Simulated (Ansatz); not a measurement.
NiTe:
```yaml
crystal:
  lattice:
    - [3.97062, 0.00000, 0.00000]
    - [-1.98531, 3.43866, 0.00000]
    - [0.00000, 0.00000, 5.18135]
  atoms:
    - { symbol: Ni, position: [0.00000, 0.00000, 0.00000] }
    - { symbol: Ni, position: [0.00000, 0.00000, 0.50000] }
    - { symbol: Te, position: [0.33333, 0.66667, 0.25000] }
    - { symbol: Te, position: [0.66667, 0.33333, 0.75000] }
```

Relaxed with PBEsol. Special points in fractions of this cell's reciprocal vectors: Γ (0.000, 0.000, 0.000); M (0.500, 0.000, 0.000); K (0.333, 0.333, 0.000); A (0.000, 0.000, 0.500); L (0.500, 0.000, 0.500); H (0.333, 0.333, 0.500).

List the band energies nearest the Fermi level at these points for DFT-PBEsol in the program Ansatz with PAW potentials.

In eV from the Fermi level; about four levels below and three above (degenerate sets whole), none deeper than 8.9 eV; points with the same levels are listed once.

```json
[
 {"k": "Γ", "below": "-1.28 -1.28 -1.16 -1.16 -0.14", "above": "1.30 1.30 1.46"},
 {"k": "M", "below": "-1.63 -1.35 -1.27 -0.98", "above": "0.55 2.22 2.83"},
 {"k": "K", "below": "-1.08 -1.08 -0.31 -0.31", "above": "2.30 5.73 6.94 6.94"},
 {"k": "A", "below": "-2.08 -2.08 -2.08 -2.08 -1.33 -1.33", "above": "0.74 0.74 0.74 0.74"},
 {"k": "L", "below": "-1.82 -1.82 -0.53 -0.53", "above": "0.41 0.41 3.68 3.68"},
 {"k": "H", "below": "-1.53 -1.53 -1.38 -1.38", "above": "2.29 2.29 5.77 5.77"}
]
```

Space group P6_3/mmc (NiAs type). The workflow started from an entry of the Crystallography Open Database (COD). Its standing as an ambient phase is unchecked. The PBEsol relaxation kept the symmetry of its start; its stability against distortions is not shown here. The workflow began spin-polarised and lost its moments. Scalar-relativistic: spin–orbit coupling is off unless named, which matters more the heavier the elements.

Potentials: the later of the program's two PAW sets.
